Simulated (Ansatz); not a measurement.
Here is the system:

AlRh₃N:
```yaml
crystal:
  lattice:
    - [4.01024, 0.00000, 0.00000]
    - [0.00000, 4.01024, 0.00000]
    - [0.00000, 0.00000, 4.01024]
  atoms:
    - { symbol: Al, position: [0.00000, 0.00000, 0.00000] }
    - { symbol: Rh, position: [0.00000, 0.50000, 0.50000] }
    - { symbol: Rh, position: [0.50000, 0.00000, 0.50000] }
    - { symbol: Rh, position: [0.50000, 0.50000, 0.00000] }
    - { symbol: N, position: [0.50000, 0.50000, 0.50000] }
```
The run is spin-polarised, in the one order tried: ferromagnetic.

This is the r²SCAN-relaxed structure.

**Question.** All from DFT-r²SCAN in the program Ansatz with PAW potentials, unless another level is named. Estimate the net moment.

**Answer.** 0.10 μB per atom.

**Question.** Predict the Bader charges.

**Answer.** Al +1.55, Rh -0.18, N -1.02 e.

Space group Pm-3m (anti-perovskite). The start of the workflow was typed in or built on a structure type; neither database checked (COD, Materials Project) lists it. Whether it is the stable phase at ambient conditions was not checked. The cell was relaxed with r²SCAN under the symmetry of its start; its stability against distortions is not shown here. The final state is ferromagnetic, the only order run, not a proven ground state. The volume moved by 18 % from the start of the relaxation. Other orbital occupations within this spin state were not tried. No Hubbard U is applied.

Potentials: the later of the program's two PAW sets.
